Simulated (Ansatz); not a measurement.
Ba2CuHgO4:
```cif
data_Ba2CuHgO4
_chemical_formula_sum 'Ba2 Cu1 Hg1 O4'
_space_group_name_H-M_alt 'P4/mmm'
_space_group_IT_number 123
_space_group_name_Hall '-P 4 2'
_cell_length_a 3.88115
_cell_length_b 3.88115
_cell_length_c 9.66047
_cell_angle_alpha 90.000
_cell_angle_beta 90.000
_cell_angle_gamma 90.000
loop_
_atom_site_label
_atom_site_type_symbol
_atom_site_symmetry_multiplicity
_atom_site_Wyckoff_symbol
_atom_site_fract_x
_atom_site_fract_y
_atom_site_fract_z
_atom_site_occupancy
Ba1 Ba 2 h 0.50000 0.50000 0.30386 1
Cu1 Cu 1 b 0.00000 0.00000 0.50000 1
Hg1 Hg 1 a 0.00000 0.00000 0.00000 1
O1 O 2 g 0.00000 0.00000 0.20467 1
O2 O 2 e 0.00000 0.50000 0.50000 1
```

This is the r²SCAN-relaxed structure.

All from the program Ansatz at the r²SCAN level (PAW), unless another level is named. Give the electronic character.

metallic (no gap).

Give the density of states at the Fermi level.

0.09 states/eV per atom (mean over ±0.08 eV).

Give the formation energy from the elements (no fitted shifts).

-174 kJ/mol of atoms.

And the gap with spin–orbit coupling?

none (metallic).

The workflow started from a Materials Project entry (that database holds measured and hypothetical structures alike); the Crystallography Open Database copy checked does not list it. Whether it is the stable phase at ambient conditions was not checked. The r²SCAN relaxation kept the symmetry of its start; its stability against distortions is not shown here. The run is not spin-polarised. No Hubbard U is applied. Without spin polarisation and U, an open-shell compound can come out a false metal. The references are the lowest solids computed at this level, not always the standard phases (solids in place of the gases). Spin–orbit coupling is left out wherever it is not named.

Potentials: the later of the program's two PAW sets.
